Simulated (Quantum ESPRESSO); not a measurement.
Al₂ZnClF₇ (made-up cell, one site empty) (calculated)

Computed with Quantum ESPRESSO 7.5. Calculation on a made-up crystal cell, not a measurement, rerun at a higher cutoff and a denser mesh: periodic Kohn-Sham density functional theory in plane waves with PseudoDojo standard norm-conserving scalar-relativistic pseudopotentials, each functional with its own files (v0.5 for PBE, v0.4.1 for LDA and PBEsol), no spin polarisation, no spin-orbit coupling, atoms not relaxed, stress positive in tension, energies less a fixed whole-eV offset for each atom's element; levels are Kohn-Sham levels at fractions of this cell's reciprocal vectors, counted from the reference band (half the neutral cell's valence electrons, rounded up) at Gamma; error bars give the change to or from the runs named with them, not the error of the files; each bar is the largest change over components, and at least 0.002 eV, 0.002 eV per angstrom or 0.02 GPa; no dispersion term; energies are for the whole cell, and the offsets were chosen from early runs and are not element reference energies; machines and their load varied, so run times do not measure scaling.

Entry: Al₂ZnClF₇ (made-up cell, one site empty)

```
Al2ZnClF7
1.0
      4.6520     0.0120     0.0100
      0.0120     4.7119     0.0244
      0.0134     0.0325     6.4529
Al Zn Al F Cl F
1 1 1 4 1 3
Direct
  0.00173 0.01962 0.00166
  0.47439 0.51784 0.25483
  -0.00543 0.01559 0.50416
  0.31479 0.30008 -0.00745
  0.69991 0.66809 -0.00835
  0.78879 0.20095 0.24915
  0.22226 0.81300 0.23936
  0.33561 0.32080 0.49225
  0.68904 0.70413 0.49660
  0.80234 0.20300 0.76831
  0.21776 0.81074 0.71886
```

```
lattice type                                        : rutile, doubled along c
empty site                                          : 4
functional                                          : pbe
cutoff                                              : 1437 eV
fermi dirac smearing                                : 0.025 eV
scf tolerance                                       : 1e-07 eV
electrons removed                                   : 0
run command                                         : mpirun -np 4 pw.x -nk 4 -in in
run processor                                       : Intel Xeon, 2023 or later, virtual cores
k mesh                                              : 7 x 7 x 6, shifted by half a step
free energy less offsets                            : 36.23 eV
scf iterations                                      : 11
smearing term minus ts                              : 0 eV
pressure                                            : -3.092 GPa
stress xx                                           : 4.034 GPa
stress yy                                           : 0.2041 GPa
stress zz                                           : 5.039 GPa
stress yz                                           : 5.118 GPa
stress xz                                           : 4.503 GPa
stress xy                                           : 3.128 GPa
reference band                                      : 41
error bar energy                                    : 0.002944 eV
error bar stress                                    : 0.02 GPa
error bar force                                     : 0.002 eV/Å
error bar next band up                              : 0.002 eV
error bars from                                     : change from the looser run of this cell
wall time of scf and band steps on a shared machine : 707.4 s
```

Atoms:
```
atoms element  atom site  atom energy offset (eV)
           Al          1                      -64
           Zn          2                    -5687
           Al          3                      -64
            F          5                     -677
            F          6                     -677
            F          7                     -677
            F          8                     -677
           Cl          9                     -449
            F         10                     -677
            F         11                     -677
            F         12                     -677
```

Forces:
```
site  x (eV/Å)  y (eV/Å)  z (eV/Å)
   1  -0.03873    0.2636    -1.791
   2     3.562     1.521    -6.059
   3    -1.546    -2.246     2.022
   5    -2.352    -1.981    0.5848
   6     1.798     2.257     1.206
   7     2.471    -2.064   -0.5096
   8    -3.362     3.228   -0.8902
   9    -3.054    -3.555     5.702
  10     2.925     2.717    -0.412
  11     1.835    -1.886   0.08615
  12    -2.238     1.747   0.06144
```

Levels:
```
level k point  next band up (eV)
        Gamma              3.557
(1/2,1/2,1/2)              5.508
   (0.15,0,0)              3.849
   (0,0.15,0)              3.826
   (0,0,0.15)              3.713
```
